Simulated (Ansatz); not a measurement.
Data:

ScAlN2:
```yaml
crystal:
  lattice:
    - [3.32270, 0.00000, 0.00000]
    - [-1.66135, 2.87754, 0.00000]
    - [0.00000, 0.00000, 5.16885]
  atoms:
    - { symbol: Sc, position: [0.33333, 0.66667, 0.99077] }
    - { symbol: N, position: [0.33333, 0.66667, 0.40830] }
    - { symbol: Al, position: [0.66667, 0.33333, 0.50402] }
    - { symbol: N, position: [0.66667, 0.33333, 0.86691] }
```

This is the r²SCAN-relaxed structure. x, y and z are the axes in which the lattice vectors are written.

All from r²SCAN in the plane-wave PAW code Ansatz, unless another level is named. Estimate the Hill bulk and shear moduli.

169 and 69.3 GPa.

And the elastic constants (relaxed ions, GPa)?

C11 = 279, C12 = 122, C13 = 131, C14 = -3.7, C33 = 207, C44 = 73.5.

Space group P3m1. The start of the workflow was typed in or built on a structure type; neither database checked (COD, Materials Project) lists it. Whether it is the stable phase at ambient conditions was not checked. The cell was relaxed with r²SCAN under the symmetry of its start; whether a distortion lowers the energy is not shown. No spin polarisation was allowed.

Potentials: the earlier of the program's two PAW sets.
